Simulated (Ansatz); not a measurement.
**CaH4: changing the strain (εxx = s, εyy = s)**

```xyz
5
Lattice="4.1680 0.0000 0.0000 0.0000 4.1680 0.0000 0.0000 0.0000 4.1680" Properties=species:S:1:pos:R:3 pbc="T T T"
Ca    0.0000    0.0000    0.0000
H     2.0840    0.0000    0.0000
H     0.0000    2.0840    0.0000
H     0.0000    0.0000    2.0840
H     2.0840    2.0840    2.0840
```

The cell comes from a database or a generator and needn't be the stable form of this composition.

Kept alike: task single point; functional PBE; k mesh 5 × 5 × 5; occupations fermi-dirac, width 0.05 eV; no spin polarisation. Program: Ansatz, Ansatz PAW, cutoff 420 eV. The mesh is that of the run's cell of 5 atoms. No spin-orbit coupling.

```csv
s,free energy over the lowest row (meV/atom)
-0.04,10.73
-0.02,2.80
-0.01,0.82
0,0.00
0.01,0.28
0.02,1.56
0.04,6.81
```

The cell shown is the unstrained one; x, y and z are its Cartesian axes; atoms keep their fractions.

What does the strain (εxx = s, εyy = s) change here?

The free energy is lowest at 0, and 10.73 meV an atom higher at -0.04.
